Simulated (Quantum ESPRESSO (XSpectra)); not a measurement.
Si K-edge X-ray absorption spectrum (XANES) of ZrSi2 (Cmcm)

```cif
data_Si4Zr2
_chemical_formula_sum 'Zr2 Si4'
_space_group_name_H-M_alt 'P 1'
_space_group_IT_number 1
_cell_length_a 7.66027
_cell_length_b 7.66027
_cell_length_c 3.67325
_cell_angle_alpha 90.000
_cell_angle_beta 90.000
_cell_angle_gamma 152.176
loop_
_space_group_symop_operation_xyz
  'x, y, z'
loop_
_atom_site_label
_atom_site_type_symbol
_atom_site_fract_x
_atom_site_fract_y
_atom_site_fract_z
_atom_site_occupancy
Zr1 Zr 0.89409 0.10591 0.25000 1
Zr2 Zr 0.10591 0.89409 0.75000 1
Si1 Si 0.44854 0.55146 0.75000 1
Si2 Si 0.55146 0.44854 0.25000 1
Si3 Si 0.25025 0.74975 0.25000 1
Si4 Si 0.74975 0.25025 0.75000 1
```

Geometry: Materials Project entry mp-1515 (a computed structure). The cell is the entry's, not relaxed again.

Absorber: atom 5, Si on Wyckoff site c (site symmetry m2m), with 4 Si at 2.60 Å, 2 Zr at 2.82 Å, 2 Zr at 2.83 Å.

Model: LDA, full core hole, dipole K-edge X-ray absorption, plane waves, Troullier-Martins potentials made with ld1.x and PseudoDojo potentials for the other elements (Perdew-Zunger form enforced), scalar-relativistic, no spin, constant broadening; program: Quantum ESPRESSO (XSpectra).

24-atom cell (absorber images 7.3 Å apart), 56 Ry, k meshes 4×4×4 (SCF) and 4×4×4 (spectrum), Lorentzian half width 0.7 eV. The ground-state test found no gap over 0.25 eV with this functional, so the cell is neutral with smeared occupations; energies count from the Fermi level. Field directions run: x; y; z, weighted by the site's symmetry in the crystal. Intensities are scaled to a mean of 1 over 0–35 eV.

(E (eV), intensity (scaled)): (-5.0, 0.05); (-4.5, 0.06); (-4.0, 0.07); (-3.5, 0.08); (-3.0, 0.09); (-2.5, 0.11); (-2.0, 0.14); (-1.5, 0.18); (-1.0, 0.26); (-0.5, 0.41); (0.0, 0.67); (0.5, 0.87); (1.0, 1.00); (1.5, 1.15); (2.0, 1.26); (2.5, 1.34); (3.0, 1.46); (3.5, 1.61); (4.0, 1.77); (4.5, 1.88); (5.0, 1.85); (5.5, 1.78); (6.0, 1.68); (6.5, 1.58); (7.0, 1.58); (7.5, 1.49); (8.0, 1.35); (8.5, 1.26); (9.0, 1.16); (9.5, 1.04); (10.0, 0.96); (10.5, 0.89); (11.0, 0.87); (11.5, 0.87); (12.0, 0.86); (12.5, 0.89); (13.0, 0.94); (13.5, 0.96); (14.0, 0.95); (14.5, 0.88); (15.0, 0.83); (15.5, 0.84); (16.0, 0.90); (16.5, 0.99); (17.0, 1.00); (17.5, 0.97); (18.0, 0.95); (18.5, 0.98); (19.0, 1.04); (19.5, 1.08); (20.0, 1.06); (20.5, 1.05); (21.0, 1.00); (21.5, 0.95); (22.0, 0.92); (22.5, 0.89); (23.0, 0.84); (23.5, 0.78); (24.0, 0.74); (24.5, 0.73); (25.0, 0.74); (25.5, 0.76); (26.0, 0.75); (26.5, 0.71); (27.0, 0.67); (27.5, 0.66); (28.0, 0.68); (28.5, 0.71); (29.0, 0.77); (29.5, 0.80); (30.0, 0.79); (30.5, 0.74); (31.0, 0.71); (31.5, 0.69); (32.0, 0.69); (32.5, 0.68); (33.0, 0.68); (33.5, 0.70); (34.0, 0.74); (34.5, 0.78)

The absolute edge energy is not computed.
